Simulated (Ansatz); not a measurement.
ZrO$_{2}$ (tetragonal-ZrO2 type, space group P4_2/nmc)

```
CELL_PARAMETERS angstrom
      3.58446     0.00000     0.00000
      0.00000     3.58446     0.00000
      0.00000     0.00000     5.17872
ATOMIC_POSITIONS crystal
  Zr 0.00000 0.00000 0.00000
  Zr 0.50000 0.50000 0.50000
  O  0.00000 0.50000 0.20116
  O  0.00000 0.50000 0.70116
  O  0.50000 0.00000 0.29884
  O  0.50000 0.00000 0.79884
```

The slice is a (001) plane (indices of the conventional cell) through the point (0.500, 0.000, 0.299) (fractional), spanned by u = [100] and v = [010] in vectors of this cell: u (3.58 Å) and v (3.58 Å, at 90° to u). It covers one period; positions are fractions (u, v).

All values below come from PBEsol (plane waves to 420 eV, PAW, scalar-relativistic; Ansatz, a first-principles code). k mesh 9×9×7. These are valence fields of a PAW run, semicore shells included where kept as valence: close to a nucleus they are smooth pseudo fields. The PAW data are Ansatz's earlier set. This is a high-temperature form of ZrO2. ZrO2 is run without spin polarisation. ZrO2 was relaxed with its symmetry unable to fall.

Q: Sketch the valence electron density on this plane as a map.

A: 
```
|9999887755442211000000000011224455778899|
|8888776655332211000000000011223355667788|
|7777665544332211111111111111223344556677|
|5555554433221111111111111111112233445555|
|4444333322222222222233222222222222333344|
|3333332222222233334444443333222222223333|
|3322222222223344445555554444332222222222|
|3333222222333344556666665544333322222233|
|3333332222334455667777776655443322223333|
|3333332233334455667777776655443333223333|
|3333332222334455667777776655443322223333|
|3333222222333344556666665544333322222233|
|3322222222223344445555554444332222222222|
|3333332222222233334444443333222222223333|
|4444333322222222222233222222222222333344|
|5555554433221111111111111111112233445555|
|7777665544332211111111111111223344556677|
|8888776655332211000000000011223355667788|
|9999887755442211000000000011224455778899|
|9999887755442211000000000011224455778899|
```
Scale: ten equal steps from -1.21 (start of '0') to 0.94 (end of '9'), in the order '0123456789'. Values: log₁₀ of the valence density in e/Å³. The map has 20 points along u (two characters each, u = 0 at the left) and 20 along v (v = 0 in the bottom row). The scale is logarithmic, as a density can span decades between atoms and voids.
